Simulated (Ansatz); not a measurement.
The relaxed structure here is a generated cell of Be: the first start was made by placing the elements on the sites of a structure type, and the end was not matched to a known phase here, so it may be hypothetical. Known forms of Be include space group No. 194.

A relaxed cell of Be (Cmcm (No. 63)), relaxed on a k-mesh at least as fine as the one used below. All values below come from r2SCAN (plane waves to 500 eV, PAW, scalar-relativistic; Ansatz, an electronic-structure program). Γ-centred k-mesh 15×15×9 on the run's cell (coarser than for final values), Fermi–Dirac smearing 0.05 eV.

```
CELL_PARAMETERS angstrom
      1.10329    -4.14707     0.00000
      1.10329     4.14707     0.00000
      0.00000     0.00000     3.50491
ATOMIC_POSITIONS crystal
  Be 0.43465 0.56535 0.25000
  Be 0.82999 0.17001 0.75000
  Be 0.17001 0.82999 0.25000
  Be 0.56535 0.43465 0.75000
```

The atoms are displaced along an unstable phonon of this cell by (Å):

```tsv
atom	ux	uy	uz
Be1	-0.150	0.000	0.000
Be2	-0.048	0.000	0.000
Be3	0.048	0.000	0.000
Be4	0.150	0.000	0.000
```

Task: What forces (eV/Å) and pressure result?

Result: 
| atom | Fx | Fy | Fz |
|---|---|---|---|
| Be1 | 0.03 | 0.00 | 0.00 |
| Be2 | -0.01 | 0.26 | 0.00 |
| Be3 | 0.01 | -0.26 | 0.00 |
| Be4 | -0.03 | 0.00 | 0.00 |

Pressure -0.4 GPa.

The undisplaced cell is probably no minimum: from this displacement the run went on to P6₃/mmc (No. 194), 0.13 eV/atom below it.

No spin polarisation in the result.
